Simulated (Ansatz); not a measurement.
CdF2 (fluorite, Fm-3m), PBEsol in the plane-wave PAW code Ansatz: ε∞ = 2.91, cell volume 39.02 Å³. Infrared-active transverse modes:

| ω_TO (cm⁻¹) | oscillator strength S_xx (e²/amu) |
|---|---|
| 214.9 | 0.2148 |

Task: Compute the static dielectric constant.

Result: Each mode adds (4.921e7/V) S/ω²: 5.87. So ε0 = 8.78.

Task: What LO frequency does the Lyddane–Sachs–Teller relation give?

Result: ω_LO = ω_TO √(ε0/ε∞) = 373 cm⁻¹.

Symmetry was held in the PBEsol relaxation; of distortions, only those at the zone centre were tested. Scalar-relativistic: spin–orbit coupling is off unless named, which matters more the heavier the elements.

Potentials: the later of the program's two PAW sets.
